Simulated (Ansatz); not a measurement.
Cr (diamond type), DFT, PBEsol, all-electron LAPW, scalar-relativistic (Ansatz 0.2.0), on 1 thread of Arm Neoverse V1 (shared host).

Command: `ansatz run input.yaml --threads 1 --pin off --max-ram 3072MiB --backend cpu --events-out ev --progress --plain --runs-dir out`

```yaml
crystal:
  lattice:
    - [0.0, 2.1129303288, 2.1129303288]
    - [2.1129303288, 0.0, 2.1129303288]
    - [2.1129303288, 2.1129303288, 0.0]
  atoms:
    - { symbol: Cr, position: [-0.125, -0.125, -0.125], spin: 2.0 }
    - { symbol: Cr, position: [0.125, 0.125, 0.125], spin: 2.0 }
magnetization:
  spin_polarized: true
kpoints:
  mp_grid: { grid: [14, 14, 14] }
scf:
  occupations: { method: fermi_dirac, width: 0.08 }
hamiltonian:
  xc: pbesol
  pseudopotentials: { kind: all_electron, lapw: { basis_error: 0.001 } }
output:
  forces: true
  stress: true
  eigenvalues: true
  populations: true
```

Task: How large is the problem that the program sets up?

Result: 104 irreducible k-points, 609 plane waves at Γ, 29 bands.

Task: About how long does it take, and how much memory?

Result: 92 s of wall time for 10 SCF iterations, with a peak of 0.71 GiB. Times on shared machines scatter by tens of per cent.
